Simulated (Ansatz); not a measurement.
According to plane-wave PAW PBEsol (Ansatz code), Zn3GaNO3 in the trigonal phase (P3m1; Pearson symbol hP8) relaxes to a = 3.253 Å, c = 10.369 Å. N has 4 nearest neighbours from 1.83 Å (tetrahedral); Zn on 1c has 4 nearest neighbours from 1.97 Å (tetrahedral); O on 1c has 4 nearest neighbours from 1.94 Å (tetrahedral). Against the elements it lies at -1.08 eV/atom, with no fitted shifts.

Electronic character: metallic (no gap). Gap from PBEsol with spin–orbit coupling: none (metallic).

The bulk modulus is 1390 kbar. The highest mode at Γ lies at 701 cm⁻¹.

The start of the workflow was typed in or built on a structure type; neither database checked (COD, Materials Project) lists it. Its standing as an ambient phase is unchecked. Symmetry was held in the PBEsol relaxation; whether a distortion lowers the energy is not shown. As this level gives no gap, phonon frequencies hold no LO–TO term and depend on the k-mesh and smearing (Fermi–Dirac, 0.1 eV here). The references are the lowest solids computed at this level, not always the standard phases (solids in place of the gases). Spin–orbit coupling is left out wherever it is not named.

Potentials: the earlier of the program's two PAW sets. The files were generated under PBE; for other functionals the program regenerates the frozen cores, and for LDA and PBEsol the local potential too.
